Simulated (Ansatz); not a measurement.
Here is an unrelaxed guess for ErGaP2.

```cif
data_structure
_symmetry_space_group_name_H-M 'P 1'
_symmetry_Int_Tables_number 1
_cell_length_a 7.1527
_cell_length_b 7.1527
_cell_length_c 7.1527
_cell_angle_alpha 29.366
_cell_angle_beta 29.366
_cell_angle_gamma 29.366
_cell_volume 77.88
loop_
_atom_site_label
_atom_site_type_symbol
_atom_site_fract_x
_atom_site_fract_y
_atom_site_fract_z
_atom_site_occupancy
Er1 Er 0.00000 0.00000 0.00000 1
Ga1 Ga 0.50000 0.50000 0.50000 1
P1 P 0.23090 0.23090 0.23090 1
P2 P 0.76910 0.76910 0.76910 1
```

Theory: DFT PBE, scalar-relativistic, plane waves, PAW, and for the lanthanide a 4f-in-core norm-conserving potential (Ansatz). Settings: cutoff 770 eV, Γ-centred mesh 6×6×6 on the computed 4-atom cell, Gaussian smearing of 0.10 eV; no spin polarisation.

The zero of energy is the elements' standard structures at the same level; no fitted shifts are applied. The references include black phosphorus.

Question: What does a single point on this coarse mesh give?

Answer: The pressure is 1.6 GPa (the mean over three directions, positive in compression), the largest force is 2.15 eV/Å, and the energy is −0.43 eV/atom against the elements. The shortest distance is 2.47 Å.

Question: Is it a good guess?

Answer: A rough one: relaxing gains about 0.20 eV/atom (the start's value is from the coarse mesh, so the gain is rough) in 10 ionic steps and ends at −0.63 eV/atom on the finer mesh. The symmetry stays R-3m (No. 166). The volume per atom grows by 1.6 %, from 19.5 to 19.8 Å³. The shortest distance goes from 2.47 Å (Ga–P) to 2.62 Å (Ga–P). The ratio c/a of the conventional cell changes by a factor of 0.86. Conventional cell: a = 3.838 Å, c = 18.605 Å. Around Er lie 6 P at 2.79 Å; Ga has 6 P at 2.62 Å; P has 3 Ga at 2.62 Å and 3 Er at 2.79 Å.

The last run used a 12×12×12 mesh for its 4-atom cell and Gaussian smearing of 0.10 eV. The reference form of P is held partly by dispersion forces, which this level lacks. The relaxation can't lower the symmetry of the start, and the grade says only how near the guess is to its own end. Symmetry constrained the relaxation, so the result can be a saddle point. Another cell of ErGaP2 relaxed alike, in P4/mmm, lies 25 meV/atom lower, so this cell isn't the stable form at this level.

The lanthanide is trivalent by construction, without f bands, f moments or other valences. The reference runs of the other elements, and any phases without the lanthanide, used 420 eV, which shifts energies against them by under 10 meV/atom. The lanthanide's reference is the lowest of its hcp, dhcp and fcc cells.
